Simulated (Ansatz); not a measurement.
The cell below belongs to a search over invented structures; it isn't taken from experiment.

Input and command of a plane-wave DFT calculation in Ansatz:

```yaml
crystal:
  lattice:
    - [3.0294386499, -1.7491990807, 0.041491724]
    - [3.0294386499, 1.7491990807, 0.041491724]
    - [-2.1571051463, 0.0, 9.9287993005]
  atoms:
    - { symbol: Zn, position: [0.0, 0.0, 0.0] }
    - { symbol: Sn, position: [0.2345129025, 0.2345129025, 0.7036373955] }
    - { symbol: Sn, position: [0.7654870975, 0.7654870975, 0.2963626045] }
    - { symbol: "N", position: [0.9376498793, 0.9376498793, 0.8129721135] }
    - { symbol: "N", position: [0.0623501207, 0.0623501207, 0.1870278865] }
basis:
  ecutwfc: 420
kpoints:
  mp_grid: { grid: [12, 12, 4] }
hamiltonian:
  xc: pbe
scf:
  occupations: { method: gaussian, width: 0.02 }
output:
  forces: true
  stress: true
  eigenvalues: true
relax:
  adjacent_minimum: "off"
  f_tol: 0.01
  max_steps: 30
  cell: { stress_tol: 0.1, fix: [volume] }
```

```bash
ansatz run input.yaml --threads 1 --pin off --max-ram 2560MiB --backend cpu --events-out ev --progress --plain --runs-dir out
```

Processor: Intel(R) Xeon(R) 6975P-C (Granite Rapids), 1 thread, on a host shared with other jobs.

Q: Estimate time, memory and problem size.

A: About 97 s, peak memory 0.73 GiB. It solves 30 bands at 164 k points (after reduction by symmetry) with about 2051 plane waves, in 47 SCF iterations over 7 ionic steps.
